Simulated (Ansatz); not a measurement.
Values for one crystal, relaxed and computed with plane-wave PAW PBE (Ansatz code); other levels are named.

* **Volume per atom**: 17.64 Å³
* **Electronic character**: metallic (no gap)
* **Formation energy from the elements (no fitted shifts)**: -0.26 eV/atom
* **Bulk modulus (Birch–Murnaghan fit)**: 113 GPa
* **Density of states at the Fermi level**: 0.54 states/eV per atom (mean over ±0.08 eV)
* **Pressure derivative B′**: 5.1

Task: Pick the material that matches.
A. Si2Ni, fluorite or antifluorite type
B. SiNi, P6/mmm (Ni on 3f, Si on 1a, Si on 2d)
C. ReS2, P6_3/mmc (Re on 2c, S on 4f)
D. NiSb, NiAs type

Result: D, NiSb, NiAs type

Symmetry was held in the PBE relaxation. The workflow began spin-polarised and lost its moments. The references are the lowest solids computed at this level, not always the standard phases. Spin–orbit coupling is left out wherever it is not named.

Potentials: the later of the program's two PAW sets.
